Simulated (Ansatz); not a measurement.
LaInO$_{3}$:
```yaml
crystal:
  lattice:
    - [5.94971, 0.00000, 0.00000]
    - [0.00000, 8.25075, 0.00000]
    - [0.00000, 0.00000, 5.73493]
  atoms:
    - { symbol: La, position: [0.94665, 0.25000, 0.01546] }
    - { symbol: La, position: [0.05335, 0.75000, 0.98454] }
    - { symbol: La, position: [0.55335, 0.75000, 0.51546] }
    - { symbol: La, position: [0.44665, 0.25000, 0.48454] }
    - { symbol: In, position: [0.00000, 0.00000, 0.50000] }
    - { symbol: In, position: [0.50000, 0.00000, 0.00000] }
    - { symbol: In, position: [0.50000, 0.50000, 0.00000] }
    - { symbol: In, position: [0.00000, 0.50000, 0.50000] }
    - { symbol: O, position: [0.04474, 0.25000, 0.61292] }
    - { symbol: O, position: [0.95526, 0.75000, 0.38708] }
    - { symbol: O, position: [0.45526, 0.75000, 0.11292] }
    - { symbol: O, position: [0.54474, 0.25000, 0.88708] }
    - { symbol: O, position: [0.19829, 0.05974, 0.19604] }
    - { symbol: O, position: [0.80171, 0.94026, 0.80396] }
    - { symbol: O, position: [0.30171, 0.94026, 0.69604] }
    - { symbol: O, position: [0.69829, 0.05974, 0.30396] }
    - { symbol: O, position: [0.69829, 0.44026, 0.30396] }
    - { symbol: O, position: [0.30171, 0.55974, 0.69604] }
    - { symbol: O, position: [0.80171, 0.55974, 0.80396] }
    - { symbol: O, position: [0.19829, 0.44026, 0.19604] }
```

Relaxed with r²SCAN. Special points in fractions of this cell's reciprocal vectors: Γ (0.000, 0.000, 0.000); X (0.500, 0.000, 0.000); S (0.500, 0.500, 0.000); Y (0.000, 0.500, 0.000); Z (0.000, 0.000, 0.500); U (0.500, 0.000, 0.500); R (0.500, 0.500, 0.500); T (0.000, 0.500, 0.500).

Problem. List the band energies nearest the valence-band maximum at these points for DFT-r²SCAN in the program Ansatz with PAW potentials.

Solution. In eV from the valence-band maximum; about four levels below and three above (degenerate sets whole), none deeper than 8.9 eV; points with the same levels are listed once.

```tsv
k	below	above
Γ	-0.40 -0.30 -0.14 0.00	3.50 5.32 5.37
X	-0.38 -0.38 -0.27 -0.27	5.01 5.01 5.36 5.36
S	-0.40 -0.40 -0.40 -0.40	5.32 5.32 5.32 5.32
Y	-0.39 -0.39 -0.08 -0.08	4.39 4.39 5.39 5.39
Z	-0.39 -0.39 -0.33 -0.33	5.06 5.06 5.38 5.38
U	-0.15 -0.15 -0.12 -0.12	5.43 5.43 5.44 5.44
R	-0.26 -0.26 -0.26 -0.26	5.42 5.42 5.42 5.42
T	-0.40 -0.40 -0.19 -0.19	5.29 5.29 5.38 5.38
```

Space group Pnma. The first step of the workflow began from a Materials Project structure, measured or hypothetical; the Crystallography Open Database files this formula in space group No. 62, but the cells were not matched. Its standing as an ambient phase is unchecked. The r²SCAN relaxation kept the symmetry of its start; its stability against distortions is not shown here. Scalar-relativistic: spin–orbit coupling is off unless named, which matters more the heavier the elements.

Potentials: the later of the program's two PAW sets.
